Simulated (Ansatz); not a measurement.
AlN:
```
CELL_PARAMETERS angstrom
      3.10664     0.00000     0.00000
     -1.55332     2.69043     0.00000
      0.00000     0.00000     4.97863
ATOMIC_POSITIONS crystal
  Al 0.66667 0.33333 0.00341
  Al 0.33333 0.66667 0.50341
  N  0.66667 0.33333 0.62179
  N  0.33333 0.66667 0.12179
```

Relaxed with r²SCAN.

Map the electron localisation function on the plane through (0.667, 0.333, 0.003) spanned by u = [0, 0, 1] and v = [1, -1, 0] in lattice vectors, from plane-wave PAW r²SCAN (Ansatz code).

x is the fraction of u, y of v (the angle between them is 90°; rows are the nearest grid lines); atoms in the plane: Al at (0.00, 0.00), Al at (0.50, 0.67), N at (0.62, 0.00), N at (0.12, 0.67).
```
| .       :+#%%-  =@@@@-   |
|     .   :+#%%+::*@@@%-   |
|   :-:.  :+#@@%##%@@@#:   |
|%@@@%#*=:.:*%@@@@@%#+:.:+%|
|@@@@@%%*=:.-*%@@@%#+:..=#@|
|@@@@@@@%*-. .-*##*=:..:+%@|
|@@%##@@@%+     .--:. .-*%@|
|%#-.=%@@@*       ..  .-*%%|
|%*. :#@@@#    .      .=#%%|
|@%#*#%@@%*       ..  .-*%@|
|@@@%%%%%#=.     ...  .:+%@|
|%%%%%%#*+:.   .....   :=#%|
|#####*+=:.. ......    .-+#|
|=++==-:..   .....      .-=|
|.::....      ..         ..|
|                          |
|                          |
|..         ..:::...      .|
|....      .:-=++==-:..  ..|
|......    :=*####**+-:. ..|
| .....   .-*#%%%%%##*=.   |
|    ..   :+#%@%##%@@@%-   |
|.        :+#%%+::*@@@%-  .|
| .       :+#%%-  =@@@@-   |
```
Scale: ten equal steps from -0.002 (start of ' ') to 0.884 (end of '@'), in the order ' .:-=+*#%@'; x runs from 0.000 to 1.00, y from 0.000 (bottom) to 1.00 (top).

The density is the valence pseudo-density with augmentation charge, so density and ELF within about 1 Å of a nucleus are not all-electron values.

Space group P6_3mc (wurtzite). The r²SCAN relaxation kept the symmetry of its start.

Potentials: the later of the program's two PAW sets.
